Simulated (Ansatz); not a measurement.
Method: DFT PBE+D3(BJ), scalar-relativistic, plane waves, PAW in Ansatz. Cutoff 420 eV, Γ-centred 12×12×1 mesh (6-atom cell), Gaussian smearing of 0.10 eV, collinear spin.

Formation energies are uncorrected and count from the elements' standard states at the same level.

Problem. Find a candidate two-dimensional metal that holds Zn and 1 more element, with a formation energy near −0.23 eV/atom, about 1.4 Å² per atom and a net moment near 0.7 μB per atom, in a cell of 6 atoms.

Solution. ZnO2, layer group p3m1 (No. 69). The sheet is periodic along a and b; c holds vacuum. Zn at height 0.93 Å has 6 O at 2.02–2.03 Å; Zn at height 4.87 Å has 6 O at 2.02 Å; O at height 1.89 Å has 3 Zn at 2.03 Å; O at height 0.00 Å has 3 Zn at 2.02 Å.

```xyz
6
Lattice="3.1020 0.0000 0.0000 -1.5510 2.6864 0.0000 0.0000 0.0000 37.4092" Properties=species:S:1:pos:R:3 pbc="T T F"
Zn    1.5510    0.8955    8.5317
Zn    0.0000    0.0000   12.4649
O     0.0000    0.0000    9.4839
O     0.0000    1.7909    7.5986
O     0.0000    1.7909   11.5233
O     1.5510    0.8955   13.3977
```

The area per atom is 1.39 Å², the thickness between the outermost nuclei is 5.80 Å and the energy over the elements is −0.23 eV/atom. The gap on the 12×12×1 mesh of the 6-atom cell is 0 eV (a metal), the net moment per atom is 0.67 μB and the moment by site is Zn 0.2 (×2); O 0.9 (×2), 0.8 (×2) μB.

It was reached by relaxing an invented guess, and it needn't be the stable form of this composition. The answer needn't be unique; the calculation gave this one.

Another magnetic order may lie lower. Symmetry constrained the relaxation, so the result can be a saddle point. Site moments count only spheres around the atoms; the net moment includes the space between them.
